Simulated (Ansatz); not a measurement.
Given:

Zr$_{2}$SiB$_{2}$:
```cif
data_B2SiZr2
_chemical_formula_sum 'Zr2 Si1 B2'
_space_group_name_H-M_alt 'P-6m2'
_space_group_IT_number 187
_space_group_name_Hall 'P -6 2'
_cell_length_a 3.18551
_cell_length_b 3.18551
_cell_length_c 7.80309
_cell_angle_alpha 90.000
_cell_angle_beta 90.000
_cell_angle_gamma 120.000
loop_
_atom_site_label
_atom_site_type_symbol
_atom_site_symmetry_multiplicity
_atom_site_Wyckoff_symbol
_atom_site_fract_x
_atom_site_fract_y
_atom_site_fract_z
_atom_site_occupancy
Zr1 Zr 2 h 0.33333 0.66667 0.27919 1
Si1 Si 1 a 0.00000 0.00000 0.00000 1
B1 B 1 b 0.00000 0.00000 0.50000 1
B2 B 1 f 0.66667 0.33333 0.50000 1
```

This is the r²SCAN-relaxed structure.

### Question
All from r²SCAN (plane waves, PAW; program Ansatz), unless another level is named. Give the density of states at the Fermi level.

### Answer
0.23 states/eV per atom (mean over ±0.08 eV).

### Question
What about the formation energy from the elements (no fitted shifts)?

### Answer
-0.85 eV/atom.

### Question
What about the gap with spin–orbit coupling?

### Answer
none (metallic).

The start of the workflow was typed in or built on a structure type; neither database checked (COD, Materials Project) lists it. Whether it is the stable phase at ambient conditions was not checked. The r²SCAN relaxation kept the symmetry of its start; its stability against distortions is not shown here. No spin polarisation was allowed. The references are the lowest solids computed at this level, not always the standard phases. Spin–orbit coupling is left out wherever it is not named.

Potentials: the earlier of the program's two PAW sets.
